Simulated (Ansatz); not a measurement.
BN (wurtzite, space group No. 186), plane-wave PAW PBEsol (Ansatz code), all energies at zero smearing, with the estimated change up to a 700 eV cutoff added, with one set of potentials and settings (totals compare only within such a set). Cell of 4 atoms (2 B, 2 N): -1067.621 eV.

```
element             reference phase  E (eV/atom)
-------  --------------------------  -----------
B        R-3m, 12 atoms in the cell    -152.6704
N         Pa-3, 8 atoms in the cell    -378.4910
```

Formation energy per atom, worked out: (-1067.621 − 2×(-152.6704) − 2×(-378.4910))/4 = -1.325 eV/atom (-128 kJ per mol of atoms), at 0 K, without zero-point energy or fitted corrections.

Space group P6_3mc (wurtzite). The PBEsol relaxation kept the symmetry of its start. The references are the lowest solids computed at this level, not always the standard phases (solids in place of the gases).

Potentials: the earlier of the program's two PAW sets. The files were generated under PBE; for other functionals the program regenerates the frozen cores, and for LDA and PBEsol the local potential too.
